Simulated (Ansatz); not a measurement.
Calculated electric field gradients for SiO2

The cell is an entry of the Crystallography Open Database (COD), atoms as given.

```xyz
12
Lattice="4.9717 0.0000 0.0000 0.0000 4.9717 0.0000 0.0000 0.0000 6.9223" Properties=species:S:1:pos:R:3 pbc="T T T"
Si    1.4929    1.4929    0.0000
Si    0.9929    3.9788    1.7306
Si    3.4788    3.4788    3.4611
Si    3.9788    0.9929    5.1917
O     1.1892    0.5190    1.2370
O     1.9668    3.6751    2.9676
O     3.7825    4.4527    4.6982
O     3.0049    1.2966    6.4287
O     3.6751    1.9668    3.9547
O     4.4527    3.7825    2.2241
O     1.2966    3.0049    0.4936
O     0.5190    1.1892    5.6853
```

Atoms are numbered from 1 in the order listed; like atoms form one site, named after its first atom.

Level of theory: DFT, PBE, plane waves and PAW, scalar-relativistic, 420 eV cutoff, Γ-centred 5×5×4 k-points, Fermi–Dirac smearing 0.02 eV (Ansatz 0.2.0).

Conventions: |V_zz| ≥ |V_yy| ≥ |V_xx|, η = (V_xx − V_yy)/V_zz, C_Q = eQV_zz/h. Directions are in the Cartesian axes of the cell vectors above, for the atom listed; none is given where the gradient is under 0.02 or η is above 0.95.

(1) Give the quadrupolar parameters of the distinct sites.

Results:

(1) 

```tsv
site	first atom	first shell	V_zz (10²¹ V/m²)	η	direction of V_zz (x, y, z)
Si	1	4 O at 1.60 Å	-0.37	0.96	–
O	5	2 Si at 1.60 Å, angle 146°	9.08	0.14	0.17 0.81 -0.57
```

At O V_zz runs parallel to the line that joins its two neighbours (within 1°).

The calculated pressure of 8 GPa (PBE) comes largely from the unrelaxed atoms: it is 1.3 GPa once they are relaxed in the same cell. The largest force is 0.5 eV/Å, so the atoms aren't at the calculated equilibrium and relaxing them would move these values. Where η is near 1 the sign of V_zz means little.

Hardware: 1 thread of Intel Xeon Platinum 8259CL CPU @ 2.50GHz (Skylake/Cascade Lake) (x86_64; 44 cores open to the job, memory cap 2.5 GiB, no GPU), a shared host with a load of 0.5 a core. Wall time 17 s, CPU time 17 s, peak memory 0.47 GiB.
